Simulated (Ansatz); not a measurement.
One starting cell of TiAl (a randomly generated symmetric cell of TiAl (space group No. 123)) was relaxed twice with Ansatz (plane waves, PAW, scalar-relativistic): with r2SCAN at 500 eV and with PBE at 420 eV. The r2SCAN result:

Space group P4/mmm (No. 123); a = b = 2.813 Å, c = 4.058 Å, α = β = γ = 90.00°

| atom | site | symmetry | x | y | z |
|---|---|---|---|---|---|
| Al | 1d | 4/mmm | 0.5000 | 0.5000 | 0.5000 |
| Ti | 1a | 4/mmm | 0.0000 | 0.0000 | 0.0000 |

```tsv
quantity	r2SCAN	PBE
space group	P4/mmm	P4/mmm
volume (Å³/atom)	16.06	16.24
a (Å)	2.813	2.824
c (Å)	4.058	4.071
gap (eV, no spin-orbit coupling)	0.00	0.00
```

Both levels end in the same structure; PBE's volume is 1.1 % larger. Neither column is exact.

No spin polarisation in the result.

The run could not lose the symmetry of its start.

All atoms sit on sites fixed by symmetry, so only the cell could relax.

The first start was generated by a random draw of sites in a space group. A measured structure of TiAl has the same space group, P4/mmm (No. 123); the sites were not compared with it.

Ansatz is a first-principles code.
